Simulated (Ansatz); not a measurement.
Given:

MoSe:
```yaml
crystal:
  lattice:
    - [3.10694, 0.00000, 0.00000]
    - [0.00000, 3.10694, 0.00000]
    - [0.00000, 0.00000, 3.10694]
  atoms:
    - { symbol: Mo, position: [0.00000, 0.00000, 0.00000] }
    - { symbol: Se, position: [0.50000, 0.50000, 0.50000] }
```

This is the PBEsol-relaxed structure.

Q: All from DFT-PBEsol in the program Ansatz with PAW potentials, unless another level is named. Predict the electronic character.

A: metallic (no gap).

Q: And the density of states at the Fermi level?

A: 0.72 states/eV per atom (mean over ±0.08 eV).

Q: Predict the formation energy from the elements (no fitted shifts).

A: -0.024 eV/atom.

Q: What about the gap with spin–orbit coupling?

A: none (metallic).

Space group Pm-3m (CsCl type). A made-up cell: these elements were put on the sites of a structure type; neither database checked (COD, Materials Project) lists it. Its standing as an ambient phase is unchecked. The PBEsol relaxation kept the symmetry of its start; whether a distortion lowers the energy is not shown. The run is not spin-polarised. The references are the lowest solids computed at this level, not always the standard phases. Spin–orbit coupling is left out wherever it is not named.

Potentials: the earlier of the program's two PAW sets. The files were generated under PBE; for other functionals the program regenerates the frozen cores, and for LDA and PBEsol the local potential too.
